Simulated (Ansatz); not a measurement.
# What DFT gives for Rb$_{2}$WBr$_{6}$

```
Rb Br W
1.0
     0.00000    5.22450    5.22450
     5.22450    0.00000    5.22450
     5.22450    5.22450    0.00000
Rb Br W
2 6 1
Direct
  0.25000 0.25000 0.25000
  0.75000 0.75000 0.75000
  0.75979 0.24021 0.24021
  0.24021 0.75979 0.24021
  0.24021 0.75979 0.75979
  0.75979 0.24021 0.75979
  0.24021 0.24021 0.75979
  0.75979 0.75979 0.24021
  0.00000 0.00000 0.00000
```

Method: r2SCAN, no spin polarisation; PAW, plane waves to 500 eV, 6×6×6 Γ-centred mesh, gaussian occupations (width 0.282 eV) (Ansatz 0.2.0), atoms fixed.

**Question.** What is the formation energy?

**Answer.** -1.19 eV an atom against the elements' usual phases (free molecules for gases, crystals otherwise, with no correction for O₂ or N₂), so it is bound against them; other compounds may still compete. Relaxing would lower it.

**Question.** Where is the largest force?

**Answer.** The largest is on Br5 (and as large on other atoms): 0.26 eV/Å, components (-0.26, 0.00, 0.00). It makes 180° with the line to a nearest neighbour, W9 at 2.51 Å, pointing away from it.

**Question.** What do density and ELF say about some of the short contacts?

**Answer.** Br–W at 2.51 Å: least valence density 0.53 e/Å³ and ELF 0.34 there. Rb–Br at 3.70 Å: least valence density 0.04 e/Å³ and ELF 0.02 there. These are pseudo-fields; inside the PAW spheres they differ from the all-electron ones.

**Question.** Metal or insulator?

**Answer.** It is a metal, with about 9.2 states/eV a cell as the mean within 0.25 eV of the Fermi level, mostly W d (73 %) and Br p (23 %).

Origin: a database entry at a rescaled volume. Caveats: many states at the Fermi level without spin polarisation, so a magnetic state may lie lower; the Fermi level lies in a narrow band between gaps, which spin or distortion may split; wide smearing.
